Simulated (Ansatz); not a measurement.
Mg2Zn3O5: relaxed-ion elastic tensor

Computed with DFT PBE, scalar-relativistic, plane waves, PAW in Ansatz 0.2.0. Cutoff 420 eV, 12×12×12 k-points (Γ-centred), fixed occupations. No spin polarisation.

Equilibrium structure at this level:
```
Mg Zn O
1.0
     1.52091    0.87810   12.40746
    -1.52091    0.87810   12.40746
     0.00000   -1.75620   12.40746
Mg Zn O
2 3 5
Cartesian
  0.0000 0.0000 7.4287
  0.0000 0.0000 29.7937
  0.0000 0.0000 0.0000
  0.0000 0.0000 22.3023
  0.0000 0.0000 14.9201
  0.0000 0.0000 11.1502
  0.0000 0.0000 33.4366
  0.0000 0.0000 18.6112
  0.0000 0.0000 3.7858
  0.0000 0.0000 26.0722
```

It was reached by relaxing an invented guess, and it needn't be the stable form of this composition.

Task: Give the relaxed-ion elastic constants (GPa, Voigt order xx yy zz yz xz xy, on the Cartesian axes of the cell above).

Result:
C11 = 279.5, C12 = 103.6, C13 = 90.9, C14 = -24.5, C22 = 279.5, C23 = 90.9, C24 = 24.5, C33 = 296.9, C44 = 62.3, C55 = 62.3, C56 = -24.5, C66 = 87.9 GPa; the others vanish.

Task: Is the crystal stable against homogeneous strain?

Result: Yes: the least eigenvalue of the tensor is 47.5 GPa.

Task: And the moduli of a polycrystal (Hill averages)?

Result: B = 159 GPa, G = 75 GPa, E = 195 GPa, ν = 0.29.
